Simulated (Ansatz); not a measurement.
**Relaxing a structure of Ru**

The start is a generated trial cell of Ru in the dhcp structure type. A full variable-cell relaxation at zero pressure is run with PBEsol (plane waves to 420 eV, PAW, scalar-relativistic; Ansatz, a quantum-chemistry and plane-wave program). First-step values are on the input's coarse k-mesh.

Ansatz input (later rounds restart from its end on a renewed k-mesh):
Ansatz 0.2 input:
```yaml
crystal:
  lattice:
    - [2.6860802, 0, 0]
    - [-1.3430401, 2.3262137, 0]
    - [0, 0, 8.642481]
  atoms:
    - { symbol: Ru, position: [0, 0, 0] }
    - { symbol: Ru, position: [0, 0, 0.5] }
    - { symbol: Ru, position: [0.33333333, 0.66666667, 0.25] }
    - { symbol: Ru, position: [0.66666667, 0.33333333, 0.75] }
basis: { ecutwfc: 420, ecutrho_ratio: 4, xc_grid: 2, fft_grid_basis: typed }
kpoints: { mp_grid: { grid: [14, 14, 4] } }
hamiltonian:
  xc: pbesol
  dispersion: none
  pseudopotentials: { kind: paw }
scf: { occupations: { method: fermi_dirac, width: 0.05 } }
relax: { f_tol: 0.01, max_steps: 100, cell: { stress_tol: 0.02 } }
output: { forces: true, stress: true }
```

Problem. How does the volume per atom move from start to end?

Solution. -1.0 %, from 13.50 to 13.37 Å³/atom.

Problem. How do the shortest distances between atoms change?

Solution. The closest pairs of elements (up to four, under 3.6 Å), start → end: Ru–Ru 2.66 → 2.65 Å.

Problem. What band gap does the relaxed structure have at this level?

Solution. No gap (metallic).

The space group stays P6₃/mmc (No. 194) (the run could not lower it); the end is AFLOW prototype A_hP4_194_ac (A3', as in La), with 4 atoms in the primitive cell. Final values are on a 20×20×6 k-mesh of the relaxed cell. No spin polarisation in the result.

The run could not lose the symmetry of its start, so the end can be a saddle point.

All atoms sit on sites fixed by symmetry, so only the cell could relax.

The relaxed structure here is a generated cell of Ru: the first start was made by placing the elements on the sites of a structure type, and the end was not matched to a known phase here, so it may be hypothetical. A known form of Ru has the same space group but another cell.
